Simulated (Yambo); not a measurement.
MgO (rock salt, space group Fm-3m, No. 225), G0W0@LDA in Yambo; all else as in the reference (6×6×6 Γ-centred k mesh, bands 2 to 71 and a 14 Ry block in the screening, 71 bands in G with the Bruneval-Gonze terminator, plasmon pole fitted at 27.2 eV). One parameter is varied: the cutoff of the exchange sum, over 5, 10, 20, 40, 84 Ry.

### Question
From which value on does the gap Γ → Γ stay within 0.05 eV of the largest setting?

### Answer
From 40 Ry on.
```json
[
 {"cutoff of the exchange sum (Ry)": "5", "G0W0 gap (eV)": "7.43", "valence shift (eV)": "1.59"},
 {"cutoff of the exchange sum (Ry)": "10", "G0W0 gap (eV)": "7.64", "valence shift (eV)": "-0.14"},
 {"cutoff of the exchange sum (Ry)": "20", "G0W0 gap (eV)": "7.78", "valence shift (eV)": "-1.13"},
 {"cutoff of the exchange sum (Ry)": "40", "G0W0 gap (eV)": "7.86", "valence shift (eV)": "-1.49"},
 {"cutoff of the exchange sum (Ry)": "84", "G0W0 gap (eV)": "7.88", "valence shift (eV)": "-1.55"}
]
```
The last step of the sweep still moves the gap by 23 meV; the other settings are held fixed.

Geometry relaxed with LDA; primitive cell a = 2.941 Å, b = 2.941 Å, c = 2.941 Å, α = 60.00°, β = 60.00°, γ = 60.00°.

A shift is the quasiparticle energy of the state minus its LDA energy.
